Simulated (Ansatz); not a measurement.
## CoSi: do energies and stresses tell the same story?

Method: Ansatz 0.2.0, DFT r2SCAN, scalar-relativistic, plane waves, PAW.

Settings: cutoff 500 eV, Γ-centred mesh 8×8×8 on the computed 8-atom cell, Gaussian smearing of 0.10 eV; no spin polarisation.

Relaxed cell: P2_13, a = 4.383 Å, b = 4.383 Å, c = 4.383 Å, α = 90.00°, β = 90.00°, γ = 90.00°, 8 atoms in the primitive cell.

Energies at zero smearing and pressures from the stress tensor, at volumes with shape and atoms relaxed:
```tsv
V (Å³/atom)	E − E(first) (meV/atom)	P (GPa)
9.894	0.00	17.55
10.210	-24.92	8.02
10.525	-32.57	-0.02
10.841	-25.66	-6.76
11.157	-6.58	-12.39
```

Check P = −dE/dV between neighbouring volumes, and get the bulk modulus from the pressures alone.

With 1 eV/Å³ = 160.2 GPa:
```csv
middle V (Å³/atom),−ΔE/ΔV (GPa),mean P (GPa)
10.052,12.647,12.789
10.368,3.877,4.003
10.683,-3.504,-3.390
10.999,-9.683,-9.575
```

The two differ by 0.14 GPa at most. The mean of two end pressures misses the average over a step by about ΔV² P″/12, up to 0.13 GPa here; with that taken off 0.02 GPa remains. Around V = 10.525 Å³/atom, the two neighbours give B = −V ΔP/ΔV = 10.525 × 14.79 / 0.632 = 246.4 GPa, against B0 = 245.1 GPa from the Birch–Murnaghan fit of the energies.

A ferromagnetic start lost its moments in a first run, so spin was left out; other magnetic orders weren't tried.

Cost: 6 runs of about 23 core-minutes in all, on Arm Neoverse V2 (shared hosts).